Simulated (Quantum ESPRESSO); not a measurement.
## Si3O4FN (finding a planted mistake in a log)

Simulated, not a measurement. The program is pw.x of Quantum ESPRESSO 7.5 (plane-wave density functional theory). The cell is made up: 9 atoms on a quartz lattice, with randomly drawn elements, strain and displacements, not relaxed. PseudoDojo standard norm-conserving files (v0.5 for PBE, v0.4.1 for LDA and PBEsol) set the functional; there is no spin polarisation, spin-orbit coupling or dispersion term, and the masses in the input are unused placeholders.

Intended input:

```
&control calculation='scf', pseudo_dir='./dojo.nc.sr.pbe.v0_5.standard.upf', outdir='./o', disk_io='medium', tprnfor=.true., tstress=.true. /
&system ibrav=0, nat=9, ntyp=4, nbnd=30, ecutwfc=84.00895049, nosym=.true., tot_charge=0,
 occupations='smearing', smearing='fd', degauss=0.0018374661
/
&electrons conv_thr=7.350e-09, electron_maxstep=60, /
ATOMIC_SPECIES
F 1.0 F.upf
N 1.0 N.upf
O 1.0 O.upf
Si 1.0 Si.upf
CELL_PARAMETERS angstrom
5.0695 0.0624 -0.0046
-2.4807 4.3269 0.0226
-0.005 0.0257 5.4993
ATOMIC_POSITIONS angstrom
Si 2.3581 0.0321 3.6534
Si -1.1597 2.0478 1.9399
Si 1.4314 2.3224 -0.0007
O 1.4746 1.1865 4.402
O 3.3535 0.6643 2.4893
F 2.8831 2.6175 0.6753
O 0.2412 1.7659 1.1536
N -1.0557 3.155 3.0337
O 0.8696 3.7585 4.8357
K_POINTS automatic
5 5 4 1 1 1
```

The log is shortened where brackets say so; the opening notice, blank lines, dates and the lines on written files are dropped, and the path of the files is cut. It prints rydbergs, bohrs and kilobars, and counts compression as positive stress. Where no state is partly filled, the Fermi energy that it prints is only some level between the filled and the empty states on the mesh, and need not lie in the true gap.

Log of the intended run:

```
     Program PWSCF v.7.5
     Parallel version (MPI & OpenMP), running on       1 processor cores
     Number of MPI processes:                 1
     Threads/MPI process:                     1
     [start-up lines left out]
     bravais-lattice index     =            0
     lattice parameter (alat)  =       9.5807  a.u.
     unit-cell volume          =     819.7665 (a.u.)^3
     number of atoms/cell      =            9
     number of atomic types    =            4
     number of electrons       =        48.00
     number of Kohn-Sham states=           30
     kinetic-energy cutoff     =      84.0090  Ry
     charge density cutoff     =     336.0358  Ry
     scf convergence threshold =      7.3E-09
     mixing beta               =       0.7000
     number of iterations used =            8  plain     mixing
     Exchange-correlation= PBE
                           (   1   4   3   4   0   0   0)
     [axes and pseudopotential details left out]
   Cartesian axes
     site n.     atom                  positions (alat units)
         1        Si     tau(   1) = (   0.4651189   0.0063315   0.7206079  )
         2        Si     tau(   2) = (  -0.2287428   0.4039144   0.3826319  )
         3        Si     tau(   3) = (   0.2823338   0.4580774  -0.0001381  )
         4        O      tau(   4) = (   0.2908547   0.2340289   0.8682641  )
         5        O      tau(   5) = (   0.6614547   0.1310286   0.4909972  )
         6        F      tau(   6) = (   0.5686716   0.5162838   0.1331983  )
         7        O      tau(   7) = (   0.0475750   0.3483116   0.2275396  )
         8        N      tau(   8) = (  -0.2082295   0.6223019   0.5983764  )
         9        O      tau(   9) = (   0.1715226   0.7413382   0.9538084  )
     number of k points=    50  Fermi-Dirac smearing, width (Ry)=  0.0018
                       cart. coord. in units 2pi/alat
        k(    1) = (   0.0979852   0.1727501   0.1145211), wk =   0.0400000
        k(    2) = (   0.0982076   0.1716737   0.3450051), wk =   0.0400000
     [further k points left out]
     Dense  grid:    85275 G-vectors     FFT dimensions: (  60,  60,  64)
     Estimated max dynamical RAM per process >     110.25 MB
     Initial potential from superposition of free atoms
     starting charge      47.9981, renormalised to      48.0000
     Starting wfcs are   36 randomized atomic wfcs
     total cpu time spent up to now is       12.5 secs
     per-process dynamical memory:    68.8 Mb
     Self-consistent Calculation
     iteration #  1     ecut=    84.01 Ry     beta= 0.70
     Davidson diagonalization with overlap
     ethr =  1.00E-02,  avg # of iterations =  3.0
     total cpu time spent up to now is       43.0 secs
     total energy              =    -227.21224073 Ry
     estimated scf accuracy    <       2.68592104 Ry
     iteration #  2     ecut=    84.01 Ry     beta= 0.70
     Davidson diagonalization with overlap
     ethr =  5.60E-03,  avg # of iterations =  3.0
     total cpu time spent up to now is       78.5 secs
     total energy              =    -227.87903362 Ry
     estimated scf accuracy    <       2.28390936 Ry
     [iterations 3 to 10 left out]
     iteration # 11     ecut=    84.01 Ry     beta= 0.70
     Davidson diagonalization with overlap
     ethr =  2.13E-10,  avg # of iterations =  3.6
     total cpu time spent up to now is      373.1 secs
     total energy              =    -228.34598117 Ry
     estimated scf accuracy    <       0.00000002 Ry
     iteration # 12     ecut=    84.01 Ry     beta= 0.70
     Davidson diagonalization with overlap
     ethr =  3.39E-11,  avg # of iterations =  2.0
     total cpu time spent up to now is      408.4 secs
     End of self-consistent calculation
     [lines on levels left out]
     the Fermi energy is     5.3964 ev
!    total energy              =    -228.34598117 Ry
     estimated scf accuracy    <          1.3E-09 Ry
     smearing contrib. (-TS)   =       0.00000000 Ry
     internal energy E=F+TS    =    -228.34598117 Ry
     The total energy is F=E-TS. E is the sum of the following terms:
     one-electron contribution =    -112.87776706 Ry
     hartree contribution      =      81.18274752 Ry
     xc contribution           =     -60.79786365 Ry
     ewald contribution        =    -135.85309798 Ry
     convergence has been achieved in  12 iterations
     Forces acting on atoms (cartesian axes, Ry/au):
     atom    1 type  4   force =    -0.01201850   -0.05986984   -0.06175093
     atom    2 type  4   force =     0.10489008   -0.08746514    0.09729366
     atom    3 type  4   force =    -0.24484002    0.00567485   -0.03890839
     atom    4 type  3   force =     0.02563850    0.02243471    0.02286261
     atom    5 type  3   force =    -0.00946383    0.03611060   -0.03778030
     atom    6 type  1   force =    -0.00945373    0.01731447   -0.02941252
     atom    7 type  3   force =     0.09899561    0.02233844   -0.09349218
     atom    8 type  2   force =    -0.01859928    0.09075096    0.07155151
     atom    9 type  3   force =     0.06485116   -0.04728904    0.06963655
     Total force =     0.383332     Total SCF correction =     0.000048
     Computing stress (Cartesian axis) and pressure
          total   stress  (Ry/bohr**3)                   (kbar)     P=        6.12
  -0.00003023  -0.00017568   0.00042701           -4.45      -25.84       62.82
  -0.00017568  -0.00000269   0.00044374          -25.84       -0.40       65.28
   0.00042701   0.00044374   0.00015772           62.82       65.28       23.20
     init_run     :     11.45s CPU     12.40s WALL (       1 calls)
     electrons    :    368.67s CPU    395.90s WALL (       1 calls)
     forces       :      6.56s CPU      6.64s WALL (       1 calls)
     stress       :     25.12s CPU     25.20s WALL (       1 calls)
     [timing details left out]
     PWSCF        :   6m52.08s CPU   7m21.28s WALL
     JOB DONE.
```

A second run was made from an input with one planted mistake. Its log:

```
     Program PWSCF v.7.5
     Parallel version (MPI & OpenMP), running on       4 processor cores
     Number of MPI processes:                 4
     Threads/MPI process:                     1
     [start-up lines left out]
     bravais-lattice index     =            0
     lattice parameter (alat)  =       9.5807  a.u.
     unit-cell volume          =     819.7665 (a.u.)^3
     number of atoms/cell      =            9
     number of atomic types    =            4
     number of electrons       =        49.00
     number of Kohn-Sham states=           31
     kinetic-energy cutoff     =      84.0090  Ry
     charge density cutoff     =     336.0358  Ry
     scf convergence threshold =      7.3E-09
     mixing beta               =       0.7000
     number of iterations used =            8  plain     mixing
     Exchange-correlation= PBE
                           (   1   4   3   4   0   0   0)
     [axes and pseudopotential details left out]
   Cartesian axes
     site n.     atom                  positions (alat units)
         1        Si     tau(   1) = (   0.4651189   0.0063315   0.7206079  )
         2        Si     tau(   2) = (  -0.2287428   0.4039144   0.3826319  )
         3        Si     tau(   3) = (   0.2823338   0.4580774  -0.0001381  )
         4        O      tau(   4) = (   0.2908547   0.2340289   0.8682641  )
         5        O      tau(   5) = (   0.6614547   0.1310286   0.4909972  )
         6        F      tau(   6) = (   0.5686716   0.5162838   0.1331983  )
         7        O      tau(   7) = (   0.0475750   0.3483116   0.2275396  )
         8        N      tau(   8) = (  -0.2082295   0.6223019   0.5983764  )
         9        O      tau(   9) = (   0.1715226   0.7413382   0.9538084  )
     number of k points=    50  Fermi-Dirac smearing, width (Ry)=  0.0018
                       cart. coord. in units 2pi/alat
        k(    1) = (   0.0979852   0.1727501   0.1145211), wk =   0.0400000
        k(    2) = (   0.0982076   0.1716737   0.3450051), wk =   0.0400000
     [further k points left out]
     Dense  grid:    85275 G-vectors     FFT dimensions: (  60,  60,  64)
     Estimated max dynamical RAM per process >     176.62 MB
     Estimated total dynamical RAM >     644.02 MB
     Initial potential from superposition of free atoms
     starting charge      47.9981, renormalised to      49.0000
     Starting wfcs are   36 randomized atomic wfcs
     total cpu time spent up to now is        3.3 secs
     per-process dynamical memory:   135.1 Mb
     Self-consistent Calculation
     iteration #  1     ecut=    84.01 Ry     beta= 0.70
     Davidson diagonalization with overlap
     ethr =  1.00E-02,  avg # of iterations =  3.3
     total cpu time spent up to now is        8.8 secs
     total energy              =    -226.93626021 Ry
     estimated scf accuracy    <       1.87309055 Ry
     iteration #  2     ecut=    84.01 Ry     beta= 0.70
     Davidson diagonalization with overlap
     ethr =  3.82E-03,  avg # of iterations =  3.3
     total cpu time spent up to now is       14.2 secs
     total energy              =    -227.40466315 Ry
     estimated scf accuracy    <       1.82365342 Ry
     [iterations 3 to 10 left out]
     iteration # 11     ecut=    84.01 Ry     beta= 0.70
     Davidson diagonalization with overlap
     ethr =  5.10E-11,  avg # of iterations =  5.1
     total cpu time spent up to now is       59.5 secs
     total energy              =    -227.77159990 Ry
     estimated scf accuracy    <       0.00000005 Ry
     iteration # 12     ecut=    84.01 Ry     beta= 0.70
     Davidson diagonalization with overlap
     ethr =  5.10E-11,  avg # of iterations =  3.0
     total cpu time spent up to now is       63.9 secs
     End of self-consistent calculation
     [lines on levels left out]
     the Fermi energy is     8.3139 ev
!    total energy              =    -227.77159991 Ry
     estimated scf accuracy    <          4.8E-10 Ry
     smearing contrib. (-TS)   =      -0.00024667 Ry
     internal energy E=F+TS    =    -227.77135324 Ry
     The total energy is F=E-TS. E is the sum of the following terms:
     one-electron contribution =    -112.15718084 Ry
     hartree contribution      =      81.81398472 Ry
     xc contribution           =     -61.57505914 Ry
     ewald contribution        =    -135.85309798 Ry
     convergence has been achieved in  12 iterations
     Forces acting on atoms (cartesian axes, Ry/au):
     atom    1 type  4   force =    -0.01420548   -0.05161383   -0.05223979
     atom    2 type  4   force =     0.08072557   -0.08802313    0.05208265
     atom    3 type  4   force =    -0.21271799   -0.00615068    0.00849932
     atom    4 type  3   force =     0.00089500   -0.01011733   -0.03303039
     atom    5 type  3   force =    -0.00842196    0.01011802   -0.00020072
     atom    6 type  1   force =     0.08185544    0.06776277   -0.02353908
     atom    7 type  3   force =     0.04874739   -0.00069566   -0.06882753
     atom    8 type  2   force =    -0.00892650    0.09457696    0.08789129
     atom    9 type  3   force =     0.03204852   -0.01585712    0.02936426
     Total force =     0.327336     Total SCF correction =     0.000024
     Computing stress (Cartesian axis) and pressure
          total   stress  (Ry/bohr**3)                   (kbar)     P=      232.18
   0.00177724  -0.00007877   0.00053367          261.44      -11.59       78.51
  -0.00007877   0.00133626   0.00033985          -11.59      196.57       49.99
   0.00053367   0.00033985   0.00162141           78.51       49.99      238.52
     init_run     :      3.00s CPU      3.18s WALL (       1 calls)
     electrons    :     60.23s CPU     60.70s WALL (       1 calls)
     forces       :      0.92s CPU      0.92s WALL (       1 calls)
     stress       :      2.95s CPU      2.97s WALL (       1 calls)
     [timing details left out]
     PWSCF        :   1m 7.22s CPU   1m 7.92s WALL
     JOB DONE.
```

Question: what was wrong in the second input?

Answer: the cell has the wrong charge. The input lines that differ, file-writing options aside:

```
- &system ibrav=0, nat=9, ntyp=4, nbnd=30, ecutwfc=84.00895049, nosym=.true., tot_charge=0,
+ &system ibrav=0, nat=9, ntyp=4, nbnd=31, ecutwfc=84.00895049, nosym=.true., tot_charge=-1,
```

```
                                            intended run  run with the mistake
                          free energy (eV)     -3106.805             -3098.990
                    smearing term -TS (eV)        0.0000               -0.0034
                            pressure (GPa)          0.61                 23.22
            largest force component (eV/Å)         6.295                 5.469
largest change of a force component (eV/Å)                               2.348
                                iterations            12                    12
```

For scale, a rerun of the intended cell at 1437 eV and a 7 x 7 x 6 mesh moved values by no more than 0.002 eV in energy, 0.02 GPa in stress and 0.002 eV/Å in force. The charged cell sits in a uniform background, so its energy and stress rest on the program's zero of potential. The number of bands, nbnd, was set by rule from the electron count and the smearing, so it follows the mistake.